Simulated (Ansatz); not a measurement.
# Property card for H

H:
```xyz
4
Lattice="2.6080 -2.3269 0.0000 2.6080 2.3269 0.0000 0.0000 0.0000 4.5223" Properties=species:S:1:pos:R:3 pbc="T T T"
H      2.6080    -2.0595     0.2701
H      2.6080     2.0595     4.2522
H      2.6080    -0.2673     2.5313
H      2.6080     0.2673     1.9910
```

Space group Cmce (No. 64); conventional cell a = 5.216 Å, b = 4.654 Å, c = 4.522 Å, α = 90.00°, β = 90.00°, γ = 90.00°.

Method: the program Ansatz at the PBEsol level (PAW). Geometry: relaxed at this level of theory. Other levels are named where they apply.

### Cell and energy

| Item | Result |
|---|---|
| Volume per atom | 13.72 Å³ |
| Density | 0.12 g/cm³ |

### Electronic structure

| Property | Value |
|---|---|
| Band gap | 9.05 eV (indirect) |
| Valence-band maximum | at Γ |
| Conduction-band minimum | at R (k = 0.000, 0.500, 0.500) (2 equivalent valleys) |
| Smallest direct gap on the standard path | 9.60 eV |

The first step of the workflow began from a Materials Project structure, measured or hypothetical; the Crystallography Open Database copy checked does not list it. It is not the usual solid phase (space group No. 194). The cell was relaxed with PBEsol under the symmetry of its start; whether a distortion lowers the energy is not shown. The substance is a gas or liquid at ambient conditions. A crystal of weakly bound units computed without a dispersion correction: the cell and the soft elastic constants depend strongly on that.

Potentials: the earlier of the program's two PAW sets.
